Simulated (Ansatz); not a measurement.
NbGeO₃:
```
NbGeO3
1.0
    3.98940     0.00000     0.00000
    0.00000     3.98940     0.00000
    0.00000     0.00000     4.07458
Nb Ge O
1 1 3
Direct
  0.50000   0.50000   0.56677
  0.00000   0.00000   0.19607
  0.00000   0.50000   0.45819
  0.50000   0.00000   0.45819
  0.50000   0.50000   0.01099
```

Relaxed with PBEsol. Special points in fractions of this cell's reciprocal vectors: Γ (0.000, 0.000, 0.000); X (0.000, 0.500, 0.000); M (0.500, 0.500, 0.000); Z (0.000, 0.000, 0.500); R (0.000, 0.500, 0.500); A (0.500, 0.500, 0.500).

Problem. List the band energies nearest the Fermi level at these points for DFT-PBEsol in the program Ansatz with PAW potentials.

Solution. In eV from the Fermi level; about four levels below and three above (degenerate sets whole), none deeper than 8.9 eV; points with the same levels are listed once.

```csv
k,below,above
Γ,-5.03 -5.03 -4.65 -1.18,0.68 0.68 0.71
X,-5.82 -5.13 -4.66 -3.07,0.51 0.72 0.78
M,-5.66 -5.66 -4.65 -4.44 -4.23,0.59 0.80 0.80
Z,-4.51 -4.51 -3.88 -1.09 -1.05,2.11 2.11 2.99
R,-6.00 -4.53 -4.11 -3.64,0.34 1.05 2.00
A,-5.73 -4.42 -3.94 -3.94,1.56 1.56 1.62
```

Space group P4mm. The start of the workflow was typed in or built on a structure type; neither database checked (COD, Materials Project) lists it. Its standing as an ambient phase is unchecked. The cell was relaxed with PBEsol under the symmetry of its start; whether a distortion lowers the energy is not shown. The workflow began spin-polarised and lost its moments. The cell computed holds one magnetic atom, so no antiferromagnetic order was within reach. Spin–orbit coupling is left out wherever it is not named.

Potentials: the earlier of the program's two PAW sets. The files were generated under PBE; for other functionals the program regenerates the frozen cores, and for LDA and PBEsol the local potential too.
